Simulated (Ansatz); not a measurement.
Space group Cmmm (No. 65). a = 3.269 Å, b = 4.636 Å, c = 8.746 Å, α = 90.00°, β = 90.00°, γ = 90.00°
```
atom site symmetry x y z
  Ta    4l mm2  0.5000  0.0000  0.7636
  Ta    2d mmm  0.0000  0.0000  0.5000
  Ru    2a mmm  0.0000  0.0000  0.0000
```

Equation of state of this Ta₃Ru structure (not necessarily the ground state), with shape and atoms relaxed at each volume where symmetry leaves them free. It has no gap at any of these volumes. All numbers below come from DFT PBEsol, scalar-relativistic, plane waves, PAW in Ansatz.

Plane waves to 420 eV, a k mesh through Γ of 16×16×6 on the computed 4-atom cell and Gaussian smearing (0.10 eV); no spin polarisation.

```
V (Å³/atom) E − E(largest V) (meV/atom) P (GPa)
     15.575                         8.34    16.21
     16.072                       -27.89     7.47
     16.569                       -39.06     0.00
     17.067                       -28.72    -6.41
     17.564                         0.00   -11.88
```

Task: Fit a third-order Birch–Murnaghan equation to E(V).

Result: V0 = 16.57 Å³/atom, B0 = 230 GPa, B0' = 4.2.

Spin-orbit coupling is left out, which matters for the bands of heavy elements.